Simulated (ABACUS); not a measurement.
ABACUS run on Zn2SeS (P-4m2, 4 atoms in the cell; from Materials Project mp-1215430, changed as shown): self-consistent single point.

All values come from this method and carry its errors: PBEsol, PseudoDojo 0.4 standard norm-conserving PBEsol (tails mended) pseudopotentials (plane waves; ABACUS).

The change in words: volume scaled by 1.04. Reference geometry (P-4m2):
```
Zn2SeS
1.0
    3.90929     0.00000     0.00000
    0.00000     3.90929     0.00000
    0.00000     0.00000     5.52212
Zn Se S
2 1 1
Direct
  0.50000   0.00000   0.76306
  0.00000   0.50000   0.23694
  0.00000   0.00000   0.50000
  0.50000   0.50000   0.00000
```

Reference input (self-consistent single point, DFT, PBEsol, plane waves, PseudoDojo 0.4 standard norm-conserving PBEsol (tails mended) pseudopotentials): KPT = Gamma 5 5 3 0 0 0; basis_type = pw; dft_functional = PBESOL; ecutwfc = 86 Ry; smearing_method = gaussian; smearing_sigma = 0.00367493 Ry; potentials = PseudoDojo 0.4 standard norm-conserving PBEsol (tails mended); symmetry = 1; ks_solver = dav_subspace; scf_nmax = 100; scf_thr = 1.0e-09 Ry; mixing_type = broyden. This run's input differs from it in these lines:

```diff
@@ -28,5 +28,5 @@
 LATTICE_VECTORS
-   3.9092900000    0.0000000000    0.0000000000
-   0.0000000000    3.9092900000    0.0000000000
-   0.0000000000    0.0000000000    5.5221200000
+   3.9607320000    0.0000000000    0.0000000000
+   0.0000000000    3.9607320000    0.0000000000
+   0.0000000000    0.0000000000    5.5947860000
 
@@ -38,4 +38,4 @@
 2
-   1.9546450000    0.0000000000    4.2137088872 1 1 1
-   0.0000000000    1.9546450000    1.3084111128 1 1 1
+   1.9803660000    0.0000000000    4.2691574052 1 1 1
+   0.0000000000    1.9803660000    1.3256285948 1 1 1
 
@@ -44,3 +44,3 @@
 1
-   0.0000000000    0.0000000000    2.7610600000 1 1 1
+   0.0000000000    0.0000000000    2.7973930000 1 1 1
 
@@ -49,3 +49,3 @@
 1
-   1.9546450000    1.9546450000    0.0000000000 1 1 1
+   1.9803660000    1.9803660000    0.0000000000 1 1 1
 # file: KPT
```

Output, abridged:

```
 SELF-CONSISTENT
 -------------------------------------------
                                 init_chg = atomic

 PW ALGORITHM --------------- ION=   1  ELEC=   1--------------------------------

 Notice: Threshold on eigenvalues was too large.

 Density error is 0.158855270806
                          Error Threshold = 0.000253088601852
 E_KohnSham     -1100.0801535466     -14967.3583449493
 E_Fermi        0.6122646561         8.3302880076

 PW ALGORITHM --------------- ION=   1  ELEC=   2--------------------------------

 Density error is 0.0374234424062
                          Error Threshold = 0.00025621817872
   [... lines left out ...]

 Density error is 3.02378701896e-08
                          Error Threshold = 3.78867349173e-10
 E_KohnSham     -1100.1304212454     -14968.0422720783
 E_Fermi        0.6143200543         8.3582531338

 PW ALGORITHM --------------- ION=   1  ELEC=   8--------------------------------

 Density error is 6.81164276425e-10
                          Error Threshold = 4.87707583702e-11
 E_KohnSham     -1100.1304212527     -14968.0422721768
 E_KS(sigma->0) -1100.1304212527     -14968.0422721768
 E_entropy(-TS) -0.0000000000        -0.0000000000
 E_Fermi        0.6143317657         8.3584124756
 charge density convergence is achieved
 final etot is -14968.042272 eV
 EFERMI = 8.3584124756 eV

 STATE ENERGY(eV) AND OCCUPATIONS    NSPIN == 1
   [... 38 lines left out ...]

 TOTAL-FORCE (eV/Angstrom)
                       Zn1         0.0000000000         0.0000000000        -0.0136918649
                       Zn2         0.0000000000         0.0000000000         0.0136918649
                       Se1         0.0000000000         0.0000000000         0.0000000000
                        S1         0.0000000000         0.0000000000         0.0000000000

 TOTAL-STRESS (KBAR)
       -35.6575852842         0.0000000000         0.0000000000
         0.0000000000       -35.6575852842         0.0000000000
         0.0000000000         0.0000000000       -36.2619841920
 TOTAL-PRESSURE: -35.859052 KBAR

 --------------------------------------------
 !FINAL_ETOT_IS -14968.0422721767608891 eV
 --------------------------------------------
```

The run converged in 8 iterations. Against the reference run the free energy rises by 12.9 meV/atom, the pressure goes from -1.22 to -3.59 GPa and the largest force goes from 0.006 to 0.014 eV/Å.

The structure comes from a collection of computed structures, made at another level of theory; the collection holds predicted forms beside known ones.

Cost on one core: around 25 core-seconds (rough).

“Tails mended”: in these copies of the files the far tail of each local potential was reset to the Coulomb form.
